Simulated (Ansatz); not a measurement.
Sr$_{2}$MoO$_{4}$:
```yaml
crystal:
  lattice:
    - [-1.94776, 1.94776, 6.45836]
    - [1.94776, -1.94776, 6.45836]
    - [1.94776, 1.94776, -6.45836]
  atoms:
    - { symbol: Sr, position: [0.35118, 0.35118, 0.00000] }
    - { symbol: Sr, position: [0.64882, 0.64882, 0.00000] }
    - { symbol: Mo, position: [0.00000, 0.00000, 0.00000] }
    - { symbol: O, position: [0.50000, 0.00000, 0.50000] }
    - { symbol: O, position: [0.00000, 0.50000, 0.50000] }
    - { symbol: O, position: [0.83679, 0.83679, 0.00000] }
    - { symbol: O, position: [0.16321, 0.16321, 0.00000] }
```

Relaxed with r²SCAN.

Question: Map the electron localisation function on the plane through (0.351, 0.351, 0.000) spanned by u = [1, 1, 0] and v = [1, -1, 0] in lattice vectors, from the program Ansatz at the r²SCAN level (PAW).

Answer: x is the fraction of u, y of v (the angle between them is 90°; rows are the nearest grid lines); atoms in the plane: Sr at (0.00, 0.00), Sr at (0.50, 0.50), Sr at (0.30, 0.00), Sr at (0.80, 0.50), Mo at (0.15, 0.50), Mo at (0.65, 0.00), O at (0.49, 0.00), O at (0.99, 0.50), O at (0.31, 0.50), O at (0.81, 0.00).
```
y \ x   0.000  0.100  0.175  0.275  0.375  0.450  0.550  0.625  0.725  0.825  0.900   1.00
------  -----  -----  -----  -----  -----  -----  -----  -----  -----  -----  -----  -----
1.00    0.006  0.183  0.016  0.281  0.493  0.786  0.607  0.577  0.160  0.394  0.099  0.006
0.929   0.566  0.071  0.018  0.740  0.380  0.832  0.505  0.778  0.150  0.772  0.089  0.566
0.857   0.863  0.030  0.039  0.845  0.122  0.754  0.277  0.526  0.124  0.800  0.064  0.863
0.786   0.218  0.064  0.078  0.169  0.027  0.230  0.073  0.108  0.085  0.233  0.034  0.218
0.679   0.576  0.163  0.206  0.416  0.315  0.344  0.282  0.058  0.052  0.637  0.059  0.576
0.607   0.819  0.529  0.750  0.773  0.587  0.836  0.837  0.026  0.490  0.868  0.093  0.819
0.536   0.536  0.655  0.694  0.794  0.694  0.849  0.869  0.014  0.810  0.591  0.116  0.536
0.464   0.536  0.655  0.694  0.794  0.694  0.849  0.869  0.014  0.810  0.591  0.116  0.536
0.393   0.819  0.529  0.750  0.773  0.587  0.836  0.837  0.026  0.490  0.868  0.093  0.819
0.321   0.576  0.163  0.206  0.416  0.315  0.344  0.282  0.058  0.052  0.637  0.059  0.576
0.214   0.218  0.064  0.078  0.169  0.027  0.230  0.073  0.108  0.085  0.233  0.034  0.218
0.143   0.863  0.030  0.039  0.845  0.122  0.754  0.277  0.526  0.124  0.800  0.064  0.863
0.0714  0.566  0.071  0.018  0.740  0.380  0.832  0.505  0.778  0.150  0.772  0.089  0.566
0.000   0.006  0.183  0.016  0.281  0.493  0.786  0.607  0.577  0.160  0.394  0.099  0.006
```

The density is the valence pseudo-density with augmentation charge, so density and ELF within about 1 Å of a nucleus are not all-electron values.

Space group I4/mmm. The first step of the workflow began from a Materials Project structure, measured or hypothetical; the Crystallography Open Database copy checked does not list it. Its standing as an ambient phase is unchecked. The r²SCAN relaxation kept the symmetry of its start; whether a distortion lowers the energy is not shown. No spin polarisation was allowed. No Hubbard U is applied.

Potentials: the later of the program's two PAW sets.
